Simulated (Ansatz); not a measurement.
YbGe$_{2}$ in space group Fddd (No. 70; Ge on 16f, Yb on 8a), PBE in the plane-wave PAW code Ansatz, all energies at zero smearing, with the estimated change up to a 700 eV cutoff added, with one set of potentials and settings (totals compare only within such a set). Cell of 6 atoms (4 Ge, 2 Yb): -44772.052 eV.

```tsv
element	reference phase	E (eV/atom)
Ge	Fd-3m, 2 atoms in the cell	-4294.9847
Yb	Fm-3m, 1 atoms in the cell	-13795.0278
```

Formation energy per atom, worked out: (-44772.052 − 4×(-4294.9847) − 2×(-13795.0278))/6 = -0.343 eV/atom (-33 kJ per mol of atoms), at 0 K, without zero-point energy or fitted corrections.

A made-up cell: these elements were put on the sites of a structure type; neither database checked (COD, Materials Project) lists it. Its standing as an ambient phase is unchecked. The cell was relaxed with PBE under the symmetry of its start; whether a distortion lowers the energy is not shown. The workflow began spin-polarised and lost its moments. The 4f shell is in the valence. No Hubbard U is applied. The references are the lowest solids computed at this level, not always the standard phases. Spin–orbit coupling is left out wherever it is not named.

Potentials: the later of the program's two PAW sets.
